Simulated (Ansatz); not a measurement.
## CuSe in the NiAs-type structure

Method: PBEsol, scalar-relativistic; collinear spin; PAW, 420 eV, Γ-centred 10×10×6 mesh, 0.05 eV Gaussian smearing; code Ansatz. The datasets are Ansatz's generated set soft_2.

```xyz
4
Lattice="3.8142 0.0000 0.0000 -1.9071 3.3032 0.0000 0.0000 0.0000 5.1673" Properties=species:S:1:pos:R:3 pbc="T T T"
Cu    0.0000    0.0000    0.0000
Cu    0.0000    0.0000    2.5836
Se    0.0000    2.2021    1.2918
Se    1.9071    1.1011    3.8755
```

The cell came from substitution into a structure type; whether the compound takes it is for experiment to say.

Magnetic state: non-magnetic, site spin moments none.

The cell is relaxed to zero pressure at this level.

The cell has space group P6_3/mmc (read at 0.01 Å). In it the stress is -0.02, -0.02, 0.00, 0.00, 0.00, 0.00 GPa and the largest force component 0.000 eV/Å. Each change below starts from this cell, without further relaxation. Stress is in GPa, positive in compression, in the order xx, yy, zz, yz, xz, xy; energies are counted from the cell above and are free energies with the smearing's entropy, which match forces and stress in a metal.

Problem. What happens when atom 1 (Cu) is moved by 0.12 Å along z?

Solution. The energy changes by 42.5 meV per cell, and the force on it along the shift is -0.716 eV/Å (−F/u = 5.97 eV/Å²). Stress: 0.21, 0.21, 0.72, 0.00, 0.00, 0.00.
| atom | Fx (eV/Å) | Fy | Fz |
| --- | --- | --- | --- |
| Cu1 | 0.000 | 0.000 | -0.716 |
| Cu2 | 0.000 | 0.000 | 0.477 |
| Se3 | 0.000 | 0.000 | 0.126 |
| Se4 | 0.000 | 0.000 | 0.113 |
In a harmonic crystal the energy would rise by −½F·u = ½ × 5.97 × 0.12² eV = 43.0 meV, which matches.

Problem. What stress follows from an engineering strain of 1 % in zz, atoms carried along?

Solution. -0.82, -0.82, -1.44, 0.00, 0.00, 0.00 GPa; the energy changes by 2.9 meV per cell.
The change of the stress over the strain gives a clamped-atom stiffness of about 143 GPa for this component, a secant value that lies under the elastic constant in tension and over it in compression, by several per cent for each per cent of strain.
In a harmonic crystal the energy would rise by V(½Cε² − σ₀ε), with σ₀ the stress of the unstrained cell, = 2.9 meV, which matches.

The starting moments died out; a magnetic state reached from other starts isn't excluded.
